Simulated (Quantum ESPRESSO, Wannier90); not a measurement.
## Wannierisation of Pt (fcc (Cu type))

```
begin unit_cell_cart
ang
    0.0000000000    1.9715750000    1.9715750000
    1.9715750000    0.0000000000    1.9715750000
    1.9715750000    1.9715750000    0.0000000000
end unit_cell_cart
begin atoms_frac
Pt   0.0000000000  0.0000000000  0.0000000000
end atoms_frac
```

Cell from Materials Project (mp-126), symmetrised, no further relaxation. This is the element's usual structure. Computed values, not measurements, from PBEsol: Quantum ESPRESSO (norm-conserving PseudoDojo potentials, cutoff 68 Ry, spinors with spin-orbit coupling) on a Γ-centred 10×10×10 mesh, then Wannier90. Density: 18×18×18 mesh, cold smearing 0.01 Ry.

A tight-binding model is made by disentanglement and projection with no localisation steps (num_iter = 0), so the 18 orbitals stay atom-like: hydrogen-like Pt: s;p;d, axes along x, y, z; frozen window up to 3.00 eV relative to the Fermi level. It follows pw.x to 2.3 meV rms for states up to 1.0 eV relative to the Fermi level. Matrix elements depend on this choice of orbitals and windows.

Task: What are the on-site energies relative to the Fermi level, and how fast do the hoppings decay?

Result: 
| atom | orbitals | energy (eV) |
|---|---|---|
| Pt1 | s↑ s↓ | 4.16 |
| Pt1 | pz↑ pz↓ px↑ px↓ py↑ py↓ | 12.82 |
| Pt1 | dz2↑ dz2↓ dx2-y2↑ dx2-y2↓ | -2.65 |
| Pt1 | dxz↑ dxz↓ dyz↑ dyz↓ dxy↑ dxy↓ | -2.70 |

| distance of the centres (Å) | largest modulus (eV) |
|---|---|
| 2–3 | 2.0 |
| 3–4 | 0.35 |
| 4–5 | 0.16 |
| 5–6 | 0.035 |
| 6–7 | 0.073 |
| 7–8 | 0.016 |
| 8–9 | 0.023 |
| 9–10 | 0.0085 |
| 10–11 | 0.0040 |

Effective spin-orbit constants λ of λ L·S, from the same-site elements px↑–py↑ (λ/2) and dx2-y2↑–dxy↑ (λ), where they are among the larger elements: Pt1 p 1.6 eV, Pt1 d 0.59 eV.
